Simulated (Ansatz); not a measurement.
## Pressure series of RbLuO2 (R-3m)

```
Rb Lu O
1.0
     1.69247    0.97715    6.42732
    -1.69247    0.97715    6.42732
     0.00000   -1.95430    6.42732
Rb Lu O
1 1 2
Cartesian
  0.0000 0.0000 0.0000
  0.0000 0.0000 9.6410
  0.0000 0.0000 4.3386
  0.0000 0.0000 14.9434
```

This is the zero-pressure cell under PBEsol. Cell and atoms are relaxed by PAW (default files of Ansatz 0.2.0, cutoff 420 eV, stress met within about 0.05 GPa) at each pressure, in this structure whether or not another phase would take over; P is the pressure reached, less that of this cell (which was relaxed on a denser, smeared mesh). Levels come from PBEsol, all-electron LAPW in Ansatz 0.2.0, scalar-relativistic; k mesh 8×8×8, fixed occupations, basis error target 0.5 meV/atom. Conduction levels are in eV over the valence top (at Γ), at fixed fractional wave vectors. Zone-centre phonons come from finite displacements by PAW, without the LO-TO term.

```tsv
P (GPa)	V/V₀	c/a	F (oblique)	Γ	T ∥ z	L (oblique)	Eu TO (cm⁻¹)	A1g (cm⁻¹)
-1.99	1.0231	5.7117	3.259	3.301	4.109	4.290	65.6	474.9
0.00	1.0000	5.6964	3.242	3.458	4.249	4.342	69.8	486.0
2.00	0.9795	5.6873	3.220	3.600	4.368	4.381	73.6	496.3
4.00	?	?	?	?	?	?	?	?
7.03	0.9368	5.6703	3.150	3.908	4.605	4.444	82.1	519.9
10.00	0.9157	5.6626	3.104	4.067	4.715	4.467	86.5	532.5
15.00	0.8851	5.6557	3.021	4.304	4.862	4.486	93.1	552.2
```

Problem. Fit the third-order Birch-Murnaghan equation to the rows shown.

Solution. With f = [(V₀/V)^(2/3) − 1]/2, the normalised pressure F = P/[3f(1 + 2f)^(5/2)] is 91.4 GPa at f = -0.0075, 92.8 GPa at f = 0.0069, 94.4 GPa at f = 0.0222, 95.2 GPa at f = 0.0302, 96.2 GPa at f = 0.0424. The line F = B₀[1 + (3/2)(B′ − 4)f] gives B₀ = 92.2 GPa and B′ = 4.7.

Problem. What are the volume deformation potentials and pressure coefficients of these levels at zero pressure?

Solution. 

```
      level  dE/dlnV (eV)  dE/dP = −(dE/dlnV)/B₀ (meV/GPa)  mean slope up to 2.0 GPa (meV/GPa)
F (oblique)          0.93                            -10.1                               -11.3
          Γ         -6.86                             74.5                                71.0
      T ∥ z         -5.94                             64.5                                59.5
L (oblique)         -2.06                             22.4                                19.3
```

dE/dlnV is the slope of a cubic fit in ln V at V₀. The last column is read from two rows and shows how the slope bends with pressure.

Problem. What mode Grüneisen parameters follow?

Solution. γ = −d ln ω/d ln V at V₀ from a quadratic fit in ln V: Eu 2.63, A1g 1.02.

Problem. What belongs in the row at 4.00 GPa?

Solution. The fits give V/V₀ = 0.9612 and F (oblique) = 3.194 eV. Computed: V/V₀ = 0.9613, c/a = 5.6785, F (oblique) = 3.194, Γ = 3.730, T ∥ z = 4.472, L (oblique) = 4.411, Eu TO (cm⁻¹) = 77.2, A1g (cm⁻¹) = 506.1.

Caveats: no other phase was computed; many crystals of this kind change structure within this range, and rows or crossings beyond such a change describe a metastable lattice; no spin-orbit coupling on heavy atoms; the frozen-core PAW files of the relaxations were fitted under PBE, their cores solved anew for this functional; semilocal gaps are low, and the spacing of valleys can be off by tenths of an eV; levels are read at fixed fractional k, so an edge that moves off these points is missed.
